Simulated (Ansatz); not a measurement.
BaS:
```yaml
crystal:
  lattice:
    - [0.00000, 3.20412, 3.20412]
    - [3.20412, 0.00000, 3.20412]
    - [3.20412, 3.20412, 0.00000]
  atoms:
    - { symbol: Ba, position: [0.00000, 0.00000, 0.00000] }
    - { symbol: S, position: [0.50000, 0.50000, 0.50000] }
```

Relaxed with HSE06.

Q: Give the Bader charges and basin volumes of the independent atoms, DFT-HSE06 in the program Ansatz with PAW potentials.

A: 

| atom | Bader charge (e) | Bader volume (Å³) |
|---|---|---|
| Ba1 | +1.47 | 27.8 |
| S2 | -1.47 | 38.0 |

Space group Fm-3m (rock salt). Symmetry was held in the HSE06 relaxation. Scalar-relativistic: spin–orbit coupling is off unless named, which matters more the heavier the elements.

Potentials: the later of the program's two PAW sets.
